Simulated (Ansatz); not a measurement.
**A strain series on Ca2C (antifluorite): epitaxial in the plane normal to [111]**

Ca2C (antifluorite), relaxed with r2SCAN in the plane-wave code Ansatz, then strained (epitaxial in the plane normal to [111]; changes of length per length, axes as in the cell below) with the atoms relaxed again within the symmetry that is left. Space group Fm-3m (No. 225), cubic; a = 6.257 Å in the conventional setting, 20.42 Å³ an atom. Around C lie 8 Ca at 2.71 Å; around Ca lie 4 C at 2.71 Å. The calculation is spin-unpolarised, and the structure need not be a phase that has been made.

```
CELL_PARAMETERS angstrom
0.00000 3.12858 3.12858
3.12858 0.00000 3.12858
3.12858 3.12858 0.00000
ATOMIC_POSITIONS crystal
C 0.00000 0.00000 0.00000
Ca 0.25000 0.25000 0.25000
Ca 0.75000 0.75000 0.75000
```

Gaps are the least over each mesh (r2SCAN 8×8×8, HSE06 6×6×6 when unstrained) and the special points, which keep their unstrained names; stress is the change from the unstrained cell, compression positive.

| strain (%) | free normal strain (%) | gap, r2SCAN (eV) | gap, HSE06 (eV) | edges, HSE06 | in-plane stress, r2SCAN (GPa) | energy rise, r2SCAN (meV/atom) |
| --- | --- | --- | --- | --- | --- | --- |
| 0.0 | 0.00 | 0.413 | 0.825 | X | 0.00 | 0.0 |
| +1.09 | -1.17 | 0.401 | 0.811 | X | -0.80 | 1.2 |
| +4.28 | -3.99 | 0.374 | 0.774 | X | -3.00 | 17.0 |
| +5.14 | -4.63 | 0.369 | 0.765 | X | -3.53 | 24.3 |

The meshes of the hybrids are coarse, so their gaps aren't converged to the digits shown.
